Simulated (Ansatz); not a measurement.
# Trial structures of Sn2Bi2Te: starts and ends

These are results of Ansatz, DFT PBE, scalar-relativistic, plane waves, PAW, not measurements. All cells share a 420 eV cutoff and Γ-centred k meshes spaced at most about 0.3 Å⁻¹ (about 0.25 or finer for metals, 2π included). No spin polarisation in the final relaxations.

Each guess was relaxed in cell and atoms at zero pressure, within the symmetry of its start. All energies are static (0 K, no zero-point motion). Coordination counts Bi or Sn atoms around Te (for each partner element, those within 1.25 times its shortest distance or 1.15 times the sum of covalent radii, where it is the nearest in units of that sum or under 1.3; the shortest distance is added where it exceeds 1.18 times the sum of covalent radii).

| guess | made from | start group | V start (Å³/atom) | end group | V end (Å³/atom) | coordination at the end | gap on mesh (eV) | E over the lowest end (meV/atom) |
| --- | --- | --- | --- | --- | --- | --- | --- | --- |
| 1 | TbAl2Ge2 type | P-3m1 | 33.0 | P-3m1 | 33.0 | Te 6 | 0 | 0 |
| 2 | random cell | P6/mmm | 30.3 | ? | ? | ? | ? | ? |
| 3 | CaNi2As2 type | I4/mmm | 27.2 | I4/mmm | 31.7 | Te 8 from 3.5 Å | 0 | 77 |
| 4 | random cell | P6mm | 35.1 | P6mm | 34.6 | Te 6 | 0 | 59 |

Guess 2 as it starts:

```
Sn Bi Te
1.0
     4.25630    0.00000    0.00000
    -2.12815    3.68607    0.00000
     0.00000    0.00000    9.65534
Sn Bi Te
2 2 1
Direct
  0.00000 0.00000 0.11309
  0.00000 0.00000 0.88691
  0.33333 0.66667 0.00000
  0.66667 0.33333 0.00000
  0.00000 0.00000 0.50000
```

Problem. Fill in the missing row: what does this guess relax into, and where does it rank?

Solution. It ends in space group P6/mmm (No. 191), with a = 5.484 Å, c = 8.889 Å, 46.3 Å³/atom and no gap. It lies 291 meV/atom over the lowest end, above guess 3 and so the highest of the set. Counting Bi or Sn atoms around Te, this end has Te 2 and the lowest (guess 1) has Te 6.

```
CELL_PARAMETERS angstrom
5.48434 0.00000 0.00000
-2.74217 4.74957 0.00000
0.00000 0.00000 8.88882
ATOMIC_POSITIONS crystal
Sn 0.00000 0.00000 0.18629
Sn 0.00000 0.00000 0.81371
Bi 0.33333 0.66667 0.00000
Bi 0.66667 0.33333 0.00000
Te 0.00000 0.00000 0.50000
```

Formation energies are uncorrected and refer to the elements' standard structures at the same level. The references include grey tin.

Problem. Is the lowest end bound against the elements?

Solution. Too close to call: its formation energy is 0.00 eV/atom. The formation energy is too near zero to say whether this cell lies below the elements.

Spin–orbit coupling, which can matter for Bi and Te, is left out. The reference form of Te is held partly by dispersion forces, which this level lacks. With atoms moved at random, P-3m1 came back. Other cells relaxed within their symmetry can be saddle points. A lower structure may well exist outside this small set. Some candidate types were left out of the draw beforehand, so a known form may be missing.
